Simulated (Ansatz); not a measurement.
With the program Ansatz at the PBEsol level (PAW), Ga in the α-Ga structure (Cmce) relaxes to a = 4.479 Å, b = 7.596 Å, c = 4.486 Å.

Electronic character: metallic (no gap). Gap from PBEsol with spin–orbit coupling: none (metallic).

The bulk modulus is 59.8 GPa. The highest mode at Γ lies at 29.3 meV.

The cell was relaxed with PBEsol under the symmetry of its start; of distortions, only those at the zone centre were tested. Axis ratios of metals converge slowly with the k-mesh, so a and c are less sure than the volume. Scalar-relativistic: spin–orbit coupling is off unless named, which matters more the heavier the elements.

Potentials: the earlier of the program's two PAW sets.
